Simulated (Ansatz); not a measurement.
Values for one crystal, relaxed and computed with DFT-LDA in the program Ansatz with PAW potentials; other levels are named.

- Volume per atom: 11.36 Å³
- Electronic character: metallic (no gap)
- Elastic constants (relaxed ions, GPa): C11 = 241, C12 = 158, C44 = 133
- Formation energy from the elements (no fitted shifts): -0.71 eV/atom
- Highest zone-centre frequency: 38.1 meV
- Poisson's ratio: 0.30
- Density of states at the Fermi level: 0.39 states/eV per atom (mean over ±0.08 eV)

Which of these materials gives this?
(A) Al2Au, fluorite or antifluorite type
(B) AlRu, CsCl type
(C) ScAl3, Cu3Au type
(D) AlNi, CsCl type

D, AlNi, CsCl type

Space group Pm-3m (CsCl type). Symmetry was held in the LDA relaxation. No spin polarisation was allowed. As this level gives no gap, shear constants depend on the k-mesh and smearing (Fermi–Dirac, 0.1 eV here). The references are the lowest solids computed at this level, not always the standard phases.

Potentials: the earlier of the program's two PAW sets. The files were generated under PBE; for other functionals the program regenerates the frozen cores, and for LDA and PBEsol the local potential too.
